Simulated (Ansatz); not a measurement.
NaTl:
```
NaTl
1.0
    0.00000     3.74610     3.74610
    3.74610     0.00000     3.74610
    3.74610     3.74610     0.00000
Na Tl
2 2
Direct
  0.00000   0.00000   0.00000
  0.25000   0.25000   0.25000
  0.50000   0.50000   0.50000
  0.75000   0.75000   0.75000
```

Relaxed with r²SCAN. Special points in fractions of this cell's reciprocal vectors: Γ (0.000, 0.000, 0.000); X (0.500, 0.000, 0.500); U (0.625, 0.250, 0.625); K (0.375, 0.375, 0.750); L (0.500, 0.500, 0.500); W (0.500, 0.250, 0.750).

Problem. List the band energies nearest the Fermi level at these points for r²SCAN (plane waves, PAW; program Ansatz).

Solution. In eV from the Fermi level; about four levels below and three above (degenerate sets whole), none deeper than 8.9 eV; points with the same levels are listed once.

| k | below | above |
|---|---|---|
| Γ | -2.93 | 0.72 0.72 0.72 |
| X | -1.83 -1.83 -0.06 -0.06 | 6.29 6.29 7.10 7.10 |
| U | -7.29 -6.60 -2.80 -1.49 | 0.15 2.14 4.26 |
| L | -5.95 -1.27 -0.53 -0.53 | 2.35 2.35 3.67 |
| W | -6.93 -6.93 -2.48 -2.48 | 2.01 2.01 3.17 3.17 |

Space group Fd-3m. The workflow started from a Materials Project entry (that database holds measured and hypothetical structures alike); the Crystallography Open Database files this formula in space group No. 227, but the cells were not matched. Whether it is the stable phase at ambient conditions was not checked. The r²SCAN relaxation kept the symmetry of its start; its stability against distortions is not shown here. Spin–orbit coupling is left out wherever it is not named.

Potentials: the later of the program's two PAW sets.
